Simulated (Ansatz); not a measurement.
# Formation energy of RbTl (NaTl type)

```
Rb Tl
1.0
     0.00000    4.13728    4.13728
     4.13728    0.00000    4.13728
     4.13728    4.13728    0.00000
Rb Tl
2 2
Cartesian
  1.0343 1.0343 1.0343
  -1.0343 -1.0343 -1.0343
  3.1030 3.1030 3.1030
  -3.1030 -3.1030 -3.1030
```

The cell comes from a relaxation on PAW files under the same functional, begun from a prototype that needn't be the stable phase.

Level of theory: DFT with PBEsol, scalar-relativistic, in Ansatz 0.2.0; a Γ-centred 7×7×7 k mesh, Fermi–Dirac smearing of 0.05 eV, no spin polarisation. LAPW: all electrons, basis error target 0.5 meV/atom; PAW: frozen-core files, cutoff 420 eV.

The elements are taken as Rb bcc, Tl hcp, each relaxed on PAW files under the same functional and computed by the same method as the compound; zero-point and thermal terms are left out.

Spin–orbit coupling is left out, which matters for the heavy atoms. The PAW files were made under PBE.

Task: Give the formation energy by each method, with the residual pressure at this cell and the LAPW gap.

Result: 

| method | ΔE(formation) (eV/atom) | P at this cell (GPa) | gap (eV) |
| --- | --- | --- | --- |
| LAPW | -0.040 | -0.01 | 0.00 |
| PAW | -0.040 | -0.01 | – |

Task: Give the LAPW value for one formula unit in kJ/mol.

Result: -0.040 eV/atom × 2 atoms × 96.485 kJ/(mol·eV) = -7.7 kJ/mol, at zero temperature and without zero-point motion.

Task: What Bader charges does the PAW density give?

Result: Rb1 +0.61 e, Tl3 -0.61 e.
